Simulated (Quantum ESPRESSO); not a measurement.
# Sc4SnHf2Mo: one composition in several site orders

Computed values, not a measurement. The program is pw.x of Quantum ESPRESSO 7.5 (plane-wave density functional theory). The cell is made up: eight metal atoms on a face-centred cubic lattice, with elements, volume, strain and displacements drawn at random and not relaxed, so it may be unstable or far from any real phase. PseudoDojo standard norm-conserving files set the functional (PBE unless stated); there is no spin polarisation or spin-orbit coupling, the Fermi-Dirac width of 0.25 eV means electrons at about 2900 K, and the masses in the input are unused placeholders. The tin pseudopotential is less sure than most, with forces differing by about three percent from a second method on plain tin. Heavy elements are run without spin-orbit coupling, which real alloys of them have. A spin test at this wide smearing found no moment, but such smearing suppresses magnetism that the real alloy may have.

The runs put one composition on the sites in different orders. Cell, positions, cutoff, mesh and smearing stay as in the input of run 1; sites are counted in its order. Stress in the tables is positive in tension.

Input of run 1:

```
&control calculation='scf', pseudo_dir='./dojo.nc.sr.pbe.v0_5.standard.upf', outdir='./o', disk_io='minimal', tprnfor=.true., tstress=.true. /
&system ibrav=0, nat=8, ntyp=4, nbnd=65, ecutwfc=79.96652505, nosym=.true., tot_charge=0,
 occupations='smearing', smearing='fd', degauss=0.0183746611
/
&electrons conv_thr=1.470e-08, electron_maxstep=70, mixing_beta=0.5 /
ATOMIC_SPECIES
Hf 1.0 Hf.upf
Mo 1.0 Mo.upf
Sc 1.0 Sc.upf
Sn 1.0 Sn.upf
CELL_PARAMETERS angstrom
0.0 2.227 2.227
-4.454 2.227 -2.227
-4.454 -6.681 6.681
ATOMIC_POSITIONS angstrom
Sc -0.0465 0.0212 0.0488
Sc -4.5376 -4.5633 4.3889
Sn -4.4646 -2.2555 2.2531
Hf -4.4224 -0.0278 -0.059
Sc -2.2363 -2.1773 4.4403
Hf -2.3463 -0.0685 2.2595
Mo -2.2976 2.2071 -0.0648
Sc -6.8408 -2.273 4.3575
K_POINTS automatic
7 4 3 1 1 1
```

| run | elements on sites 1 to 8 | free energy less that of run 1 (eV) | -TS (eV) | pressure (GPa) | stress xx (GPa) | stress yy (GPa) | stress zz (GPa) | stress yz (GPa) | stress xz (GPa) | stress xy (GPa) | iterations |
| --- | --- | --- | --- | --- | --- | --- | --- | --- | --- | --- | --- |
| 1 | Sc Sc Sn Hf Sc Hf Mo Sc | 0.000 | -2.204 | 0.13 | 0.25 | -0.52 | -0.12 | -0.62 | 0.08 | -0.22 | 20 |
| 2 | Mo Sc Sc Hf Sc Sc Sn Hf | 0.731 | -2.218 | 0.21 | -0.73 | 0.07 | 0.02 | -1.20 | -0.45 | 0.69 | 21 |
| 3 | Sc Hf Sc Hf Mo Sn Sc Sc | 0.343 | -2.185 | -0.20 | 0.37 | -0.29 | 0.51 | -0.01 | -0.28 | -0.05 | 20 |
| 4 | Hf Sc Sc Hf Sn Sc Sc Mo | 0.130 | -2.142 | -0.06 | 0.28 | 0.16 | -0.27 | -0.56 | 0.10 | -0.01 | 21 |
| 5 | Mo Sc Sc Hf Sc Sc Hf Sn | 0.236 | -2.188 | 0.09 | -0.08 | -0.19 | 0.01 | -1.21 | 0.77 | -0.92 | 23 |
| 6 | Hf Hf Sn Sc Sc Sc Mo Sc | -0.116 | -2.226 | -0.10 | 0.96 | -0.35 | -0.33 | -0.86 | -0.01 | 0.07 | 20 |

Forces Fx Fy Fz (eV/Å):

| site | run 1 | run 2 | run 3 | run 4 | run 5 | run 6 |
| --- | --- | --- | --- | --- | --- | --- |
| 1 | -0.39 -0.20 -0.09 | 0.13 0.08 -0.04 | -0.51 -0.28 -0.08 | 0.53 0.14 -0.42 | 0.02 -0.02 -0.12 | -0.23 -0.15 -0.14 |
| 2 | -1.10 -0.21 0.33 | -0.51 -0.12 0.30 | 0.65 0.62 -0.59 | 0.41 0.45 -0.38 | -0.25 -0.03 0.18 | -1.07 -0.35 0.48 |
| 3 | -0.47 -0.04 -0.03 | -0.76 0.03 -0.07 | 0.00 0.12 -0.15 | -1.22 -0.34 0.36 | -0.58 -0.09 0.11 | -0.38 -0.08 0.00 |
| 4 | 0.56 0.61 -0.42 | -0.29 0.62 -0.41 | -1.19 -0.61 0.60 | -0.34 -0.01 0.12 | -0.39 0.51 -0.30 | 0.58 0.63 -0.50 |
| 5 | 0.20 -0.24 0.05 | 0.32 -0.44 0.17 | -0.27 -0.21 0.23 | 0.00 -0.62 0.36 | 0.30 -0.26 -0.02 | -0.24 -0.49 0.30 |
| 6 | 0.42 0.35 -0.35 | 1.02 0.57 -0.62 | 0.55 0.02 0.03 | 0.79 0.56 -0.50 | 0.96 0.51 -0.56 | 0.45 0.34 -0.32 |
| 7 | 0.03 -0.12 0.20 | 0.11 -0.13 0.11 | 0.31 0.06 0.06 | -0.02 0.13 0.07 | -0.09 -0.30 0.30 | 0.30 0.13 -0.03 |
| 8 | 0.76 -0.15 0.30 | -0.03 -0.61 0.56 | 0.46 0.29 -0.11 | -0.15 -0.30 0.38 | 0.02 -0.32 0.43 | 0.60 -0.03 0.19 |

The sites are displaced and not relaxed, so the energy differences mix bonding between neighbours with strain and are not ordering energies. A rerun of one cell of this series at a higher cutoff and on a denser mesh moved values by no more than 0.004 eV in energy, 0.04 GPa in stress and 0.006 eV/Å in force, and a second program with other atomic files agreed on that cell to 2 % rms in force and 0.5 GPa in pressure.